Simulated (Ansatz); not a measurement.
A trial form of RbSr

All numbers below come from DFT PBE, scalar-relativistic, plane waves, PAW (Ansatz 0.2.0). Cutoff 420 eV, Gaussian smearing, Γ-centred meshes. Cell and atoms relax first on a coarse mesh and then on a finer one. In between, the cell is made exact in the group found at 0.06 Å. In metals the finer mesh still leaves noise of several meV/atom or more. The steps can't lower the symmetry of their start. No spin polarisation.

The guess for RbSr was made by a generator: random cell by space group and Wyckoff sites (P6/mmm, No. 191). Lengths were set from tabulated atomic sizes, so they are only a guess.

```cif
data_structure
_symmetry_space_group_name_H-M 'P 1'
_symmetry_Int_Tables_number 1
_cell_length_a 3.8145
_cell_length_b 3.8145
_cell_length_c 6.3865
_cell_angle_alpha 90.000
_cell_angle_beta 90.000
_cell_angle_gamma 120.000
_cell_volume 80.48
loop_
_atom_site_label
_atom_site_type_symbol
_atom_site_fract_x
_atom_site_fract_y
_atom_site_fract_z
_atom_site_occupancy
Rb1 Rb 0.00000 0.00000 0.00000 1
Sr1 Sr 0.00000 0.00000 0.50000 1
```

Formation energies are uncorrected and refer to the elements' standard structures at the same level.

Task: Which structure results?

Result: The symmetry stays P6/mmm (No. 191). The volume per atom grows by 77.2 %, from 40.2 to 71.3 Å³. The shortest distance goes from 3.19 Å (Rb–Sr) to 4.31 Å (Rb–Sr). The ratio c/a of the conventional cell changes by a factor of 1.18. The energy falls by about 0.52 eV/atom (the start's value is from the coarse mesh). Conventional cell: a = 4.371 Å, c = 8.620 Å. Rb has 2 Sr at 4.31 Å and 6 Rb at 4.37 Å; Sr is surrounded by 2 Rb at 4.31 Å and 6 Sr at 4.37 Å.

Space group P6/mmm (No. 191). a = 4.371 Å, b = 4.371 Å, c = 8.620 Å, α = 90.00°, β = 90.00°, γ = 120.00°
```json
{"atom": "Rb", "site": "1a", "symmetry": "6/mmm", "x": "0.0000", "y": "0.0000", "z": "0.0000"}
{"atom": "Sr", "site": "1b", "symmetry": "6/mmm", "x": "0.0000", "y": "0.0000", "z": "0.5000"}
```

Task: Give its energy and gap.

Result: The formation energy is +0.22 eV/atom and the gap on the 12×12×8 mesh of the 2-atom cell is 0 eV (a metal).

It can't be a ground state, since the elements alone are lower.

The last run used Gaussian smearing of 0.10 eV. A structure relaxed within its symmetry needn't be a true minimum. Another cell of RbSr relaxed alike, in P-6m2, lies 89 meV/atom lower, so this cell isn't the stable form at this level.
